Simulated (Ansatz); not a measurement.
## Vibrations of NaCl (Fm-3m) by finite displacements

```
Na Cl
1.0
     0.00000    2.80095    2.80095
     2.80095    0.00000    2.80095
     2.80095    2.80095    0.00000
Na Cl
1 1
Direct
  0.00000 0.00000 0.00000
  0.50000 0.50000 0.50000
```

Conventional cell: a = 5.602 Å, b = 5.602 Å, c = 5.602 Å, α = 90.00°, β = 90.00°, γ = 90.00°. Around Na (atom 1) lie 6 Cl at 2.80 Å. Cl (atom 2) has 6 Na at 2.80 Å as nearest neighbours.

Unless marked otherwise, the numbers come from PBEsol, all-electron LAPW in Ansatz 0.2.0, scalar-relativistic. k mesh 6×6×6, fixed occupations, basis error target 0.5 meV/atom. The cell was relaxed by PAW under this functional.

Atoms are displaced by 0.01 Å in the smallest supercells that hold the wave vectors of a 2×2×2 mesh. Negative values stand for unstable modes. The zone centre has no LO-TO term.

Task: What are the phonon energies at the solved wave vectors, in cm⁻¹?

Result: 

| q | point | modes (cm⁻¹) |
| --- | --- | --- |
| 0.000 0.000 0.000 | Gamma | 166.5 (×3) |
| 0.500 0.000 0.000 | L | 115.2 (×2), 136.7 (×2), 171.2, 216.3 |
| 0.500 0.500 0.000 | X | 81.2 (×2), 135.7, 174.8 (×2), 185.5 |

Task: Is the structure dynamically stable at these wave vectors?

Result: Yes, no mode is unstable there; wave vectors off this mesh aren't tested.

Task: How do the optical zone-centre modes decompose, and which are active?

Result: Point group m-3m: Γ_opt = T1u.

| label | cm⁻¹ | activity | mostly |
| --- | --- | --- | --- |
| T1u | 166.5 | IR | Na (61 %) |

Task: How well do frozen-core PAW files reproduce these all-electron values?

Result: With a cutoff of 420 eV and displacements of 0.0025 Å, the r.m.s. difference over the modes is 0.1 cm⁻¹; the largest difference is 166.4 (PAW) against 166.5 cm⁻¹ (LAPW).

Task: The cell is scaled evenly to 43.290 and 44.608 Å³ (from 43.949), with free atoms relaxed and the shape held. What are the mode Grüneisen parameters γ = −d ln ω/d ln V?

Result: For the highest mode, 220.0 cm⁻¹ in the small cell and 212.8 in the large one give γ ≈ 1.11. From the change of the dynamical matrix on each mode:

```json
{"point": "Gamma", "cm⁻¹": "166.5", "γ": "2.53"}
{"point": "L", "cm⁻¹": "115.2", "γ": "2.32"}
{"point": "L", "cm⁻¹": "136.7", "γ": "2.29"}
{"point": "L", "cm⁻¹": "171.2", "γ": "1.33"}
{"point": "L", "cm⁻¹": "216.3", "γ": "1.11"}
{"point": "X", "cm⁻¹": "81.2", "γ": "-0.17"}
{"point": "X", "cm⁻¹": "135.7", "γ": "-0.06"}
{"point": "X", "cm⁻¹": "174.8", "γ": "2.62"}
{"point": "X", "cm⁻¹": "185.5", "γ": "2.65"}
```

Weighted by the modes' heat capacities at 300 K, the mean on this mesh is 1.69; it moves with the q mesh, and a coarse one overweights the zone boundary. Rows under −0.05 (2 here) are modes that soften under compression and pull towards negative thermal expansion.

Task: Linear response on PAW files adds the field. What are the dielectric tensor, the Born charges and the LO shift?

Result: ε∞ = (2.57, 2.57, 2.57) along x, y, z with local fields. Born charges (xx, yy, zz): Na1 (1.09, 1.09, 1.09); Cl2 (-1.09, -1.09, -1.09). The highest zone-centre mode lies at 166.4 cm⁻¹ without the macroscopic field and at 254.9 cm⁻¹ with it, for q along x. Lyddane-Sachs-Teller then gives ε₀ = ε∞ (ω_LO/ω_TO)² = 6.02. With the ions free to follow the field, the program's ε₀ is (6.02, 6.02, 6.02).

Known limits: the frozen-core PAW files of the compared runs were fitted under PBE, their cores solved anew for this functional; semilocal gaps are low, and ε∞ tends to come out large.
